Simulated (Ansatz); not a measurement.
MgO:
```
CELL_PARAMETERS angstrom
      0.00000     2.12685     2.12685
      2.12685     0.00000     2.12685
      2.12685     2.12685     0.00000
ATOMIC_POSITIONS crystal
  O  0.00000 0.00000 0.00000
  Mg 0.50000 0.50000 0.50000
```

Cartesian axes are those of the cell as given.

Task: Give the high-frequency dielectric tensor and the Born effective charge tensors of the independent atoms from DFPT, plane-wave PAW PBE (Ansatz code).

Result: 
ε∞:
```
3.24  0.00  0.00
0.00  3.24  0.00
0.00  0.00  3.24
```
Z* of atom 1 (O), rows: field, columns: displacement, in e:
```
-2.00   0.00   0.00
 0.00  -2.00   0.00
 0.00   0.00  -2.00
```
Z* of atom 2 (Mg), rows: field, columns: displacement, in e:
```
2.00  0.00  0.00
0.00  2.00  0.00
0.00  0.00  2.00
```

Static charges for comparison (Bader): O1 -1.72, Mg2 +1.72 e. Born charges measure polarisation by displacement and can exceed these by far.

Space group Fm-3m (rock salt). The PBE relaxation kept the symmetry of its start; phonons on a q-mesh show no instability.

Potentials: the later of the program's two PAW sets.
